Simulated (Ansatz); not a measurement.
Bi2Pd:
```
CELL_PARAMETERS angstrom
      0.00168     5.64636     0.00000
      4.25928     0.00000     0.00000
     -2.12402    -1.42835    -6.19203
ATOMIC_POSITIONS crystal
  Bi 0.68522 0.84317 0.68641
  Bi 0.31478 0.15683 0.31359
  Bi 0.20745 0.42634 0.85339
  Bi 0.79255 0.57366 0.14661
  Pd 0.16853 0.77599 0.55227
  Pd 0.83147 0.22401 0.44773
```

Relaxed with PBEsol. Special points in fractions of this cell's reciprocal vectors: Γ (0.000, 0.000, 0.000); X (0.500, 0.000, 0.000); Y (0.000, 0.500, 0.000); Z (0.000, 0.000, 0.500); R2 (-0.500, -0.500, 0.500); T2 (0.000, -0.500, 0.500); U2 (-0.500, 0.000, 0.500); V2 (0.500, -0.500, 0.000).

Task: List the band energies nearest the Fermi level at these points for DFT-PBEsol in the program Ansatz with PAW potentials.

Result: In eV from the Fermi level; about four levels below and three above (degenerate sets whole), none deeper than 8.9 eV; points with the same levels are listed once.

```tsv
k	below	above
Γ	-2.26 -1.90 -1.31 -0.17	0.22 0.25 2.43
X	-2.26 -2.12 -0.75 -0.14	0.08 0.79 0.82
Y	-1.85 -1.66 -1.29 -0.88	0.66 1.29 1.43
Z	-1.74 -0.93 -0.85 -0.07	0.40 1.60 1.83
R2	-2.23 -1.57 -1.04 -0.56	0.11 1.36 2.38
T2	-1.84 -1.66 -1.29 -0.88	0.67 1.29 1.43
U2	-1.99 -1.41 -1.15 -0.96	0.24 0.60 1.82
V2	-2.23 -1.57 -1.05 -0.57	0.10 1.35 2.38
```

Space group C2/m. The first step of the workflow began from a Materials Project structure, measured or hypothetical; the Crystallography Open Database files this formula in space group No. 12, but the cells were not matched. Its standing as an ambient phase is unchecked. The cell was relaxed with PBEsol under the symmetry of its start; whether a distortion lowers the energy is not shown. No spin polarisation was allowed. Point labels and valley counts follow the cell and symmetry of the run, lower than the named group. Spin–orbit coupling is left out wherever it is not named.

Potentials: the later of the program's two PAW sets.
